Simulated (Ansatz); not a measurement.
Si2Mo:
```cif
data_Mo2Si4
_chemical_formula_sum 'Mo2 Si4'
_space_group_name_H-M_alt 'I4/mmm'
_space_group_IT_number 139
_space_group_name_Hall '-I 4 2'
_cell_length_a 3.20162
_cell_length_b 3.20162
_cell_length_c 7.81865
_cell_angle_alpha 90.000
_cell_angle_beta 90.000
_cell_angle_gamma 90.000
loop_
_atom_site_label
_atom_site_type_symbol
_atom_site_symmetry_multiplicity
_atom_site_Wyckoff_symbol
_atom_site_fract_x
_atom_site_fract_y
_atom_site_fract_z
_atom_site_occupancy
Mo1 Mo 2 a 0.00000 0.00000 0.00000 1
Si1 Si 4 e 0.00000 0.00000 0.33527 1
```
(The calculation used a cell of 3 atoms; values per cell refer to that cell.)

Relaxed at zero pressure with r²SCAN (plane waves, PAW; program Ansatz).

**Question.** The volume is raised by 9 % and shape and atoms relax at that volume. What pressure results, and how do the axes share the change?

**Answer.** -15.4 GPa; a 3.1 %, b 3.1 %, c 2.5 %; the energy rises by 63 meV/atom.

**Question.** Give the new structure.

**Answer.** 
Space group I4/mmm (No. 139); a = 3.3019 Å, b = 3.3019 Å, c = 8.0126 Å, α = 90.00°, β = 90.00°, γ = 90.00°

| atom | site | symmetry | x | y | z |
|---|---|---|---|---|---|
| Mo | 2a | 4/mmm | 0.0000 | 0.0000 | 0.0000 |
| Si | 4e | 4mm | 0.0000 | 0.0000 | 0.3369 |

The phase is kept; no other phase was compared at this pressure.

Symmetry was held in the r²SCAN relaxation. No spin polarisation was allowed.

Potentials: the later of the program's two PAW sets.
